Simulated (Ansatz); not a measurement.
**NaF: the gap from level to level**

A database entry relaxed whole under r2SCAN at zero pressure (Fm-3m, No. 225):

```xyz
2
Lattice="0.0000 2.2975 2.2975 2.2975 0.0000 2.2975 2.2975 2.2975 0.0000" Properties=species:S:1:pos:R:3 pbc="T T T"
Na    0.0000    0.0000    0.0000
F     2.2975    2.2975    2.2975
```

Its volume is 12.13 Å³ an atom, -2.9 % against the entry's 12.49, a measured cell (1961, 341 K).

Single points on this cell with plane-wave PAW DFT (Ansatz 0.2.0; r2SCAN 500 eV, hybrids 420 eV; fermi-dirac occupations of width 0.020 eV; no moments): r2SCAN on a 10×10×10 Γ-centred mesh; HSE06 on a 8×8×8 Γ-centred mesh; PBE0 on a 8×8×8 Γ-centred mesh.

Q: How do gap, pressure and charges move from level to level?

A: The runs give:

| level | gap (eV), or kind | pressure (GPa) | Bader charge of Na (e) | Bader charge of F (e) |
| --- | --- | --- | --- | --- |
| r2SCAN | 7.28 | 0.0 | +0.89 | -0.89 |
| HSE06 | 8.63 | 1.5 | +0.89 | -0.89 |
| PBE0 | 9.40 | 1.4 | +0.89 | -0.89 |

Under r2SCAN the gap is 7.28 eV, over mesh and band path. HSE06 moves it by +1.35 eV and PBE0 by +2.12 eV; PBE0 keeps its exact exchange at long range, which widens the gap over HSE06's by 0.77 eV on their common mesh.

Caveats: the relaxation kept the start's symmetry; HSE06 is read on its mesh and at the zone's corners, PBE0 on its mesh alone; hybrid pressures are good to a few tenths of a GPa; pressure is positive in compression.
